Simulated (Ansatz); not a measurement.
Cu₃Sb:
```
CELL_PARAMETERS angstrom
      4.44707     0.00000     0.00000
     -2.22353     3.85128     0.00000
      0.00000     0.00000     4.85627
ATOMIC_POSITIONS crystal
  Sb 0.00000 0.00000 0.00000
  Cu 0.00000 0.00000 0.50000
  Cu 0.33333 0.66667 0.00000
  Cu 0.66667 0.33333 0.00000
```

Relaxed with PBEsol. Special points in fractions of this cell's reciprocal vectors: Γ (0.000, 0.000, 0.000); M (0.500, 0.000, 0.000); K (0.333, 0.333, 0.000); A (0.000, 0.000, 0.500); L (0.500, 0.000, 0.500); H (0.333, 0.333, 0.500).

**Question.** List the band energies nearest the Fermi level at these points for DFT-PBEsol in the program Ansatz with PAW potentials.

**Answer.** In eV from the Fermi level; about four levels below and three above (degenerate sets whole), none deeper than 8.9 eV; points with the same levels are listed once.

```tsv
k	below	above
Γ	-2.68 -2.68 -2.66 -2.66	0.04 0.50 0.50
M	-2.75 -2.55 -2.51 -1.49	0.50 1.31 2.87
K	-2.64 -2.51 -2.51 -1.45	1.02 3.75 3.75
A	-2.89 -2.89 -2.75 -2.58 -2.58	0.26 1.13 1.13
L	-2.35 -1.99 -1.86 -0.55	0.94 3.83 4.12
H	-2.65 -2.65 -2.64 -2.39 -2.39 -1.92	0.50 0.50 5.14
```

Space group P6/mmm. The start of the workflow was typed in or built on a structure type; neither database checked (COD, Materials Project) lists it. Whether it is the stable phase at ambient conditions was not checked. The PBEsol relaxation kept the symmetry of its start. At this level the phase is mechanically unstable. No spin polarisation was allowed. Its formation energy is positive at this level, so the cell may be metastable or incomplete. Scalar-relativistic: spin–orbit coupling is off unless named, which matters more the heavier the elements.

Potentials: the later of the program's two PAW sets.
